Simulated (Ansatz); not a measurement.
# Where the states of Si$_{2}$Ni lie

Space group Fm-3m (No. 225). a = 5.395 Å, b = 5.395 Å, c = 5.395 Å, α = 90.00°, β = 90.00°, γ = 90.00°
```tsv
atom	site	symmetry	x	y	z
Si	8c	-43m	0.2500	0.7500	0.7500
Ni	4a	m-3m	0.0000	0.0000	0.0000
```

The runs use the primitive cell with vectors (0.000, 2.697, 2.697), (2.697, 0.000, 2.697), (2.697, 2.697, 0.000) Å, to which the k mesh refers.

The cell is COD entry 9009024, as deposited and not checked against the literature; nothing was relaxed. It is an old determination, and later ones may differ.

Level of theory: Ansatz 0.2.0, DFT, PBE, all-electron LAPW, scalar-relativistic.

Numerical set-up: a Γ-centred 11×11×11 k mesh, Fermi–Dirac smearing of 0.05 eV, basis error target 0.5 meV/atom, spin-polarised from start moments Ni3 1.5 μB (the moments died away, and the run ended non-magnetic).

States per eV and cell, averaged over 0.6 eV, from -10.0 to 3.0 eV, with energies (bin centres) from the Fermi level; empty bins are left out. The partial columns, the largest 3 alone, are projections on Löwdin-orthogonalised atomic shells (those that the program's projection atoms carry: the occupied ones and, for some elements, an empty d or f shell; other empty shells have no column), summed over atoms of an element. Weights on diffuse s and p shells depend on that basis and aren't pure angular character.

| E (eV) | total | Ni 3d | Si 3p | Si 3s |
| --- | --- | --- | --- | --- |
| -9.8 | 0.73 | 0.02 | 0.21 | 0.46 |
| -9.2 | 0.82 | 0.05 | 0.28 | 0.46 |
| -8.6 | 0.73 | 0.08 | 0.24 | 0.39 |
| -8.0 | 0.71 | 0.12 | 0.24 | 0.33 |
| -7.4 | 0.84 | 0.17 | 0.36 | 0.27 |
| -6.8 | 0.75 | 0.16 | 0.41 | 0.14 |
| -6.2 | 0.99 | 0.25 | 0.59 | 0.10 |
| -5.6 | 1.49 | 0.52 | 0.81 | 0.10 |
| -5.0 | 3.53 | 1.87 | 1.48 | 0.09 |
| -4.4 | 2.36 | 1.40 | 0.82 | 0.07 |
| -3.8 | 3.85 | 3.21 | 0.47 | 0.04 |
| -3.2 | 4.45 | 3.91 | 0.31 | 0.05 |
| -2.6 | 2.26 | 1.48 | 0.60 | 0.07 |
| -2.0 | 1.72 | 0.79 | 0.75 | 0.06 |
| -1.4 | 1.00 | 0.32 | 0.53 | 0.06 |
| -0.8 | 0.52 | 0.14 | 0.26 | 0.05 |
| -0.2 | 0.69 | 0.25 | 0.20 | 0.18 |
| 0.4 | 1.06 | 0.34 | 0.33 | 0.31 |
| 1.0 | 1.67 | 0.37 | 0.67 | 0.48 |
| 1.6 | 0.61 | 0.10 | 0.24 | 0.14 |
| 2.2 | 1.57 | 0.26 | 0.84 | 0.13 |
| 2.8 | 1.82 | 0.20 | 0.90 | 0.21 |

(1) Which of the resolved shells contributes most within 0.3 eV of the Fermi level?

(2) Where is the centre of the filled Ni 3d states between -14 eV and the top of the filled states?

## Answers

(1) Ni 3d, with 37 % of all states there; Si 3s follows with 29 %.

(2) -3.80 eV from the Fermi level.
